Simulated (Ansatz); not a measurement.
Question: SnMo$_{3}$C (anti-perovskite, Pm-3m) is relaxed with r²SCAN in the plane-wave PAW code Ansatz. What lattice parameters of the conventional cell result?

Answer: a = 4.197 Å.

Question: Is it a metal or does it have a gap at this level?

Answer: No gap at this level.

The start of the workflow was typed in or built on a structure type; neither database checked (COD, Materials Project) lists it. Its standing as an ambient phase is unchecked. The r²SCAN relaxation kept the symmetry of its start; its stability against distortions is not shown here. No spin polarisation was allowed. Its formation energy is positive at this level, so the cell may be metastable or incomplete. Scalar-relativistic: spin–orbit coupling is off unless named, which matters more the heavier the elements.

Potentials: the earlier of the program's two PAW sets.
